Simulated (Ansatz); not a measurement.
Starting cell, LiNbO3 (space group R-3c):

```
CELL_PARAMETERS angstrom
      2.56213     1.47925     4.51823
     -2.56213     1.47925     4.51823
      0.00000    -2.95850     4.51823
ATOMIC_POSITIONS crystal
  Li 0.75000 0.75000 0.75000
  Li 0.25000 0.25000 0.25000
  Nb 0.00000 0.00000 0.00000
  Nb 0.50000 0.50000 0.50000
  O  0.62539 0.87461 0.25000
  O  0.37461 0.12539 0.75000
  O  0.25000 0.62539 0.87461
  O  0.75000 0.37461 0.12539
  O  0.87461 0.25000 0.62539
  O  0.12539 0.75000 0.37461
```

A phonon eigenvector at Γ is frozen into this cell: atom i moves by Q times the vector below, so Q is the largest atomic displacement, in Å. The cell is held.

```json
[
 {"atom": "Li1", "x": "0.000", "y": "0.000", "z": "1.000"},
 {"atom": "Li2", "x": "0.000", "y": "0.000", "z": "1.000"},
 {"atom": "Nb3", "x": "0.000", "y": "0.000", "z": "-0.204"},
 {"atom": "Nb4", "x": "0.000", "y": "0.000", "z": "-0.204"},
 {"atom": "O5", "x": "0.000", "y": "0.019", "z": "0.251"},
 {"atom": "O6", "x": "0.000", "y": "0.019", "z": "0.251"},
 {"atom": "O7", "x": "-0.017", "y": "-0.010", "z": "0.251"},
 {"atom": "O8", "x": "-0.017", "y": "-0.010", "z": "0.251"},
 {"atom": "O9", "x": "0.017", "y": "-0.010", "z": "0.251"},
 {"atom": "O10", "x": "0.017", "y": "-0.010", "z": "0.251"}
]
```

The numbers are results of LDA (plane waves to 420 eV, PAW, scalar-relativistic; Ansatz, a first-principles code), not measurements. k mesh 8×8×8 (Γ-centred), Fermi-Dirac smearing 0.05 eV. E stands for the smeared free energy. LiNbO3 is run without spin polarisation. LiNbO3 was relaxed with its symmetry unable to fall. This is one of several known forms of LiNbO3; the measured ambient cells at hand have space group No. 161. The zero of ΔE is the undisplaced structure.

| Q (Å) | ΔE (meV/cell) |
|---|---|
| -0.1000 | withheld |
| -0.0833 | 3.7 |
| -0.0667 | 2.3 |
| -0.0500 | 1.3 |
| -0.0333 | 0.6 |
| -0.0167 | 0.1 |
| 0.0000 | 0.0 |
| 0.0167 | 0.1 |
| 0.0333 | 0.6 |
| 0.0500 | 1.3 |
| 0.0667 | 2.3 |
| 0.0833 | 3.7 |
| 0.1000 | withheld |

Question: Fit an even polynomial form (powers 2, 4) to the given rows and predict ΔE at Q = -0.1000.

Answer: Least squares on the 11 given rows: ΔE = (505.8)·Q² + (3794)·Q⁴, in meV/cell with Q in Å; root-mean-square residual 0.03 meV/cell. At -0.1000 the fit gives 5.4 meV/cell; the calculation gives 5.5 meV/cell, so the extrapolation is off by -0.1 (-1.8 %). The quadratic term alone would give 5.1 meV/cell.

(A displaced cell: forces are minus the slopes of the energy, force constants its curvatures, and phonons follow from these.)
